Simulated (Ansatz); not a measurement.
One crystal and one scan (frozen-phonon scan) at two levels, PBE (plane waves to 420 eV, PAW, scalar-relativistic; Ansatz, an electronic-structure program) and r2SCAN (plane waves to 500 eV, PAW, scalar-relativistic; Ansatz), each from its own relaxed cell and on its own mesh.

The crystal is Au (fcc, Cu type); a phonon pattern at L = (0.5, 0.0, 0.0) is frozen into a 2-atom cell, Q being the largest atomic displacement.

Au was relaxed with its symmetry unable to fall. Spin-orbit coupling is left out, though Au is heavy. With partly filled bands, energies and forces of such displacements shift with the k mesh and the smearing. Both scans cover Q from -0.180 to 0.180 Å.

```
quantity                          run 1  run 2
--------------------------------  -----  -----
Lattice constant a (Å)            4.124  4.157
Energy at Q = 0.180 Å (meV/cell)     66     64
```

### Question
Which run is which level?

### Answer
Run 2 is PBE, run 1 is r2SCAN. PBE gives the higher value for: lattice constant a. Both give the same space group of the distorted cell: P-1 (No. 2), lowered from Fm-3m. Neither level is exact: the differences show how much the result hangs on the functional.

(For displaced atoms, the force is minus the slope of the energy, and its curvature is a force constant, which sets phonon frequencies.)
